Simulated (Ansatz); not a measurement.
A generated cell, not matched to a known phase here, of HfCl2: Fm-3m (No. 225), cF12, fluorite type; a = b = c = 6.331 Å, α = β = γ = 90.00°; Hf 4a (0.000, 0.000, 0.000); Cl 8c (0.250, 0.250, 0.250). Computed with r2SCAN (plane waves to 500 eV, PAW, scalar-relativistic; Ansatz, a first-principles code). Element references, the lowest calculated here: Hf (P6₃/mmc), Cl (Cmce); gases are represented by their molecular solids.

Problem. Give the formation energy of this Fm-3m form of HfCl2 from the elements at the level r2SCAN.

Solution. -1.07 eV/atom.

A lower structure of this composition may exist, and whether it forms at all is not checked here.

Static energies, no anion corrections, no zero-point energy. Values are rounded to 0.01 eV/atom. Not shown to be the ambient phase of their composition (a lower form may be missing, and a cell relaxed within its start's symmetry can be a saddle point): HfCl2 (Fm-3m). Spin-orbit coupling is missing from these energies, which matters for elements this heavy. Spin state reached: ferromagnetic (net 0.67 μB/atom); other spin orders were not run from this start. No Hubbard U is applied.
